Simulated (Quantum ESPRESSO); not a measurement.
# Ta6WGa: input and log of a self-consistent run

Computed values, not a measurement. The program is pw.x of Quantum ESPRESSO 7.5 (plane-wave density functional theory). The cell is made up: eight metal atoms on a hexagonal close-packed lattice, with elements, volume, strain and displacements drawn at random and not relaxed, so it may be unstable or far from any real phase. PseudoDojo standard norm-conserving files set the functional (PBE unless stated); there is no spin polarisation or spin-orbit coupling, the Fermi-Dirac width of 0.25 eV means electrons at about 2900 K, and the masses in the input are unused placeholders. Heavy elements are run without spin-orbit coupling, which real alloys of them have. A spin test at this wide smearing found no moment, but such smearing suppresses magnetism that the real alloy may have.

Input:

```
&control calculation='scf', pseudo_dir='./dojo.nc.sr.pbe.v0_5.standard.upf', outdir='./o', disk_io='minimal', tprnfor=.true., tstress=.true. /
&system ibrav=0, nat=8, ntyp=3, nbnd=70, ecutwfc=79.96652505, nosym=.true., tot_charge=0,
 occupations='smearing', smearing='fd', degauss=0.0183746611
/
&electrons conv_thr=1.470e-08, electron_maxstep=70, mixing_beta=0.5 /
ATOMIC_SPECIES
Ga 1.0 Ga.upf
Ta 1.0 Ta.upf
W 1.0 W.upf
CELL_PARAMETERS angstrom
-0.0836 4.9431 0.0372
2.9038 -0.0137 4.769
2.8564 -0.0828 -4.7396
ATOMIC_POSITIONS angstrom
Ta 0.0687 -0.1423 -0.0728
W 2.9071 -0.0328 0.0029
Ta 2.8041 1.4978 -2.4635
Ta 3.0715 1.4812 2.5224
Ta 1.4364 2.4237 0.0226
Ta 4.2163 2.2139 0.2351
Ga 1.4406 3.9132 -2.5699
Ta 1.2853 4.1998 2.2273
K_POINTS automatic
5 5 5 1 1 1
```

The log is shortened where brackets say so; the opening notice, blank lines, dates and the lines on written files are dropped, and the path of the files is cut. It prints rydbergs, bohrs and kilobars, and counts compression as positive stress. Its total energy is the free energy E - TS of the whole cell.

```
     Program PWSCF v.7.5
     Parallel version (MPI & OpenMP), running on       4 processor cores
     Number of MPI processes:                 4
     Threads/MPI process:                     1
     [start-up lines left out]
     bravais-lattice index     =            0
     lattice parameter (alat)  =       9.3427  a.u.
     unit-cell volume          =     913.1912 (a.u.)^3
     number of atoms/cell      =            8
     number of atomic types    =            3
     number of electrons       =       105.00
     number of Kohn-Sham states=           70
     kinetic-energy cutoff     =      79.9665  Ry
     charge density cutoff     =     319.8661  Ry
     scf convergence threshold =      1.5E-08
     mixing beta               =       0.5000
     number of iterations used =            8  plain     mixing
     Exchange-correlation= PBE
                           (   1   4   3   4   0   0   0)
     [axes and pseudopotential details left out]
   Cartesian axes
     site n.     atom                  positions (alat units)
         1        Ta     tau(   1) = (   0.0138958  -0.0287827  -0.0147251  )
         2        W      tau(   2) = (   0.5880120  -0.0066344   0.0005866  )
         3        Ta     tau(   3) = (   0.5671784   0.3029563  -0.4982861  )
         4        Ta     tau(   4) = (   0.6212648   0.2995987   0.5101997  )
         5        Ta     tau(   5) = (   0.2905371   0.4902359   0.0045712  )
         6        Ta     tau(   6) = (   0.8528207   0.4478001   0.0475531  )
         7        Ga     tau(   7) = (   0.2913866   0.7915134  -0.5198074  )
         8        Ta     tau(   8) = (   0.2599745   0.8494832   0.4505105  )
     number of k points=    63  Fermi-Dirac smearing, width (Ry)=  0.0184
                       cart. coord. in units 2pi/alat
        k(    1) = (   0.1733920   0.1029618  -0.0016126), wk =   0.0320000
        k(    2) = (   0.3456482   0.1066643  -0.1064871), wk =   0.0320000
     [further k points left out]
     Dense  grid:    88185 G-vectors     FFT dimensions: (  54,  64,  60)
     Estimated max dynamical RAM per process >     355.84 MB
     Estimated total dynamical RAM >       1.33 GB
     Initial potential from superposition of free atoms
     starting charge     104.9913, renormalised to     105.0000
     Starting wfcs are   79 randomized atomic wfcs
     total cpu time spent up to now is        6.0 secs
     per-process dynamical memory:   294.2 Mb
     Self-consistent Calculation
     iteration #  1     ecut=    79.97 Ry     beta= 0.50
     Davidson diagonalization with overlap
     ethr =  1.00E-02,  avg # of iterations =  2.3
     Threshold (ethr) on eigenvalues was too large:
     Diagonalizing with lowered threshold
     Davidson diagonalization with overlap
     ethr =  2.91E-04,  avg # of iterations =  4.8
     total cpu time spent up to now is       34.7 secs
     total energy              =   -1085.62949675 Ry
     estimated scf accuracy    <       0.33975601 Ry
     iteration #  2     ecut=    79.97 Ry     beta= 0.50
     Davidson diagonalization with overlap
     ethr =  3.24E-04,  avg # of iterations =  2.3
     total cpu time spent up to now is       48.7 secs
     total energy              =   -1085.61343489 Ry
     estimated scf accuracy    <       0.44486065 Ry
     iteration #  3     ecut=    79.97 Ry     beta= 0.50
     Davidson diagonalization with overlap
     ethr =  3.24E-04,  avg # of iterations =  2.0
     total cpu time spent up to now is       61.4 secs
     total energy              =   -1085.68495496 Ry
     estimated scf accuracy    <       0.20030286 Ry
     iteration #  4     ecut=    79.97 Ry     beta= 0.50
     Davidson diagonalization with overlap
     ethr =  1.91E-04,  avg # of iterations =  1.1
     total cpu time spent up to now is       72.7 secs
     total energy              =   -1085.70569999 Ry
     estimated scf accuracy    <       0.02601408 Ry
     iteration #  5     ecut=    79.97 Ry     beta= 0.50
     Davidson diagonalization with overlap
     ethr =  2.48E-05,  avg # of iterations =  7.7
     total cpu time spent up to now is       88.9 secs
     total energy              =   -1085.70937315 Ry
     estimated scf accuracy    <       0.01748367 Ry
     [iterations 6 to 10 left out]
     iteration # 11     ecut=    79.97 Ry     beta= 0.50
     Davidson diagonalization with overlap
     ethr =  2.18E-09,  avg # of iterations =  5.0
     total cpu time spent up to now is      170.1 secs
     total energy              =   -1085.71178656 Ry
     estimated scf accuracy    <       0.00000307 Ry
     iteration # 12     ecut=    79.97 Ry     beta= 0.50
     Davidson diagonalization with overlap
     ethr =  2.18E-09,  avg # of iterations =  2.0
     total cpu time spent up to now is      182.6 secs
     total energy              =   -1085.71178701 Ry
     estimated scf accuracy    <       0.00000036 Ry
     iteration # 13     ecut=    79.97 Ry     beta= 0.50
     Davidson diagonalization with overlap
     ethr =  3.40E-10,  avg # of iterations =  2.0
     total cpu time spent up to now is      194.4 secs
     total energy              =   -1085.71178706 Ry
     estimated scf accuracy    <       0.00000002 Ry
     iteration # 14     ecut=    79.97 Ry     beta= 0.50
     Davidson diagonalization with overlap
     ethr =  2.28E-11,  avg # of iterations =  4.8
     total cpu time spent up to now is      209.6 secs
     total energy              =   -1085.71178706 Ry
     estimated scf accuracy    <       0.00000007 Ry
     iteration # 15     ecut=    79.97 Ry     beta= 0.50
     Davidson diagonalization with overlap
     ethr =  2.28E-11,  avg # of iterations =  2.1
     total cpu time spent up to now is      222.4 secs
     End of self-consistent calculation
     [lines on levels left out]
!    total energy              =   -1085.71178706 Ry
     estimated scf accuracy    <          4.2E-09 Ry
     smearing contrib. (-TS)   =      -0.11519739 Ry
     internal energy E=F+TS    =   -1085.59658967 Ry
     The total energy is F=E-TS. E is the sum of the following terms:
     one-electron contribution =    -163.10599415 Ry
     hartree contribution      =     144.80450728 Ry
     xc contribution           =    -253.28234431 Ry
     ewald contribution        =    -814.01275849 Ry
     convergence has been achieved in  15 iterations
     Forces acting on atoms (cartesian axes, Ry/au):
     atom    1 type  2   force =    -0.02363758   -0.01254605   -0.05309916
     atom    2 type  3   force =     0.01234621   -0.04364202   -0.04456972
     atom    3 type  2   force =     0.04189626    0.01120329    0.08355060
     atom    4 type  2   force =    -0.09018856    0.01748922   -0.00200942
     atom    5 type  2   force =     0.01972996   -0.00982268   -0.02519558
     atom    6 type  2   force =     0.00938009    0.03624941   -0.12607400
     atom    7 type  1   force =    -0.03872787    0.04814823    0.07629454
     atom    8 type  2   force =     0.06920148   -0.04707939    0.09110275
     Total force =     0.261239     Total SCF correction =     0.000202
     Computing stress (Cartesian axis) and pressure
          total   stress  (Ry/bohr**3)                   (kbar)     P=      181.80
   0.00118929   0.00000497   0.00003393          174.95        0.73        4.99
   0.00000497   0.00112828  -0.00000779            0.73      165.98       -1.15
   0.00003393  -0.00000779   0.00138990            4.99       -1.15      204.46
     init_run     :      5.56s CPU      5.80s WALL (       1 calls)
     electrons    :    211.93s CPU    216.40s WALL (       1 calls)
     forces       :      2.74s CPU      2.77s WALL (       1 calls)
     stress       :      9.26s CPU      9.50s WALL (       1 calls)
     [timing details left out]
     PWSCF        :   3m49.72s CPU   3m54.76s WALL
     JOB DONE.
```

In other units: free energy -14771.861 eV for the cell, pressure 18.18 GPa, largest force component 3.241 eV/Å in size. The run took 236 s of wall time with four MPI processes on a shared machine (Intel Xeon, 2023 or later, virtual cores), so the time is rough. A rerun of this cell at a higher cutoff and on a denser mesh moved values by no more than 0.002 eV in energy, 0.02 GPa in stress and 0.005 eV/Å in force, and a second program with other atomic files agreed on that cell to 2 % rms in force and 0.5 GPa in pressure.